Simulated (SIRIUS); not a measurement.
## How a calculation on CsSnI3 (Pm-3m, 5 atoms in the cell; from Materials Project mp-614013) responds to its settings

```
CELL_PARAMETERS angstrom
      6.28623     0.00000     0.00000
      0.00000     6.28623     0.00000
      0.00000     0.00000     6.28623
ATOMIC_POSITIONS crystal
  Cs 0.50000 0.50000 0.50000
  Sn 0.00000 0.00000 0.00000
  I  0.50000 0.00000 0.00000
  I  0.00000 0.50000 0.00000
  I  0.00000 0.00000 0.50000
```

Base run A: PBE, PseudoDojo 0.5 standard norm-conserving PBE (tails mended) pseudopotentials (SIRIUS), self-consistent single point.

Its settings: parameters.ngridk = 4 4 4; parameters.xc_functionals = [XC_GGA_X_PBE, XC_GGA_C_PBE]; parameters.gk_cutoff = 8.485 1/bohr; parameters.pw_cutoff = 16.971 1/bohr; parameters.smearing = fermi_dirac; parameters.smearing_width = 0.00183747 Ha; potentials = PseudoDojo 0.5 standard norm-conserving PBE (tails mended) pseudopotentials; parameters.electronic_structure_method = pseudopotential; parameters.num_bands = 26; parameters.num_mag_dims = 0; parameters.num_dft_iter = 100; parameters.energy_tol = 1e-07 Ha; parameters.density_tol = 1e-06; mixer.type = anderson; mixer.beta = 0.7; mixer.use_hartree = false.

Spin-orbit coupling is left out, which matters for bands and gaps with elements this heavy. The structure comes from a collection of computed structures, made at another level of theory; the collection holds predicted forms beside known ones.

ΔF is the free energy per atom less that of run A. 

A variant of run A gave: the free energy rises by 12.0 meV/atom, the pressure goes from 0.11 to 1.23 GPa and the gap on the mesh goes from 0.475 to 0.203 eV.

Q: Which change was made?
A. volume scaled by 1.04
B. volume scaled by 1.06
C. volume scaled by 0.96
D. volume scaled by 0.94

A: D, volume scaled by 0.94. That run gave: ΔF (meV/atom) 12.0; pressure (GPa) 1.23; gap on the mesh (eV) 0.203.

The base and the other variants:

```json
[
 {"change": "base", "ΔF (meV/atom)": "0.00", "pressure (GPa)": "0.11", "gap on the mesh (eV)": "0.475"},
 {"change": "volume scaled by 0.96", "ΔF (meV/atom)": "5.6", "pressure (GPa)": "0.82", "gap on the mesh (eV)": "0.299"},
 {"change": "volume scaled by 0.98", "ΔF (meV/atom)": "1.71", "pressure (GPa)": "0.44", "gap on the mesh (eV)": "0.390"},
 {"change": "volume scaled by 0.99", "ΔF (meV/atom)": "0.60", "pressure (GPa)": "0.27", "gap on the mesh (eV)": "0.433"},
 {"change": "volume scaled by 1.01", "ΔF (meV/atom)": "-0.10", "pressure (GPa)": "-0.05", "gap on the mesh (eV)": "0.516"},
 {"change": "volume scaled by 1.02", "ΔF (meV/atom)": "0.26", "pressure (GPa)": "-0.20", "gap on the mesh (eV)": "0.555"},
 {"change": "volume scaled by 1.04", "ΔF (meV/atom)": "2.3", "pressure (GPa)": "-0.47", "gap on the mesh (eV)": "0.631"},
 {"change": "volume scaled by 1.06", "ΔF (meV/atom)": "5.9", "pressure (GPa)": "-0.71", "gap on the mesh (eV)": "0.701"}
]
```

“Tails mended”: in these copies of the files the far tail of each local potential was reset to the Coulomb form.
